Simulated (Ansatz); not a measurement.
Given:

ScAlN2:
```xyz
4
Lattice="3.3397 0.0000 0.0000 -1.6699 2.8923 0.0000 0.0000 0.0000 5.1975" Properties=species:S:1:pos:R:3 pbc="T T T"
Sc     0.0000     1.9282     5.1512
N      0.0000     1.9282     2.1175
Al     1.6699     0.9641     2.6182
N      1.6699     0.9641     4.5103
```

This is the PBE-relaxed structure.

All from PBE (plane waves, PAW; program Ansatz), unless another level is named. Give the hole effective mass.

3.9, 3.9, 14 mₑ (principal values).

And the electron effective mass?

0.26, 0.26, 0.42 mₑ (principal values).

Predict the band gap.

3.15 eV (indirect).

And the smallest direct gap on the standard path?

3.21 eV.

Give the valence-band maximum.

at H.

Next, the conduction-band minimum?

at Γ.

Space group P3m1. The start of the workflow was typed in or built on a structure type; neither database checked (COD, Materials Project) lists it. Whether it is the stable phase at ambient conditions was not checked. Symmetry was held in the PBE relaxation; its stability against distortions is not shown here. The run is not spin-polarised.

Potentials: the earlier of the program's two PAW sets.
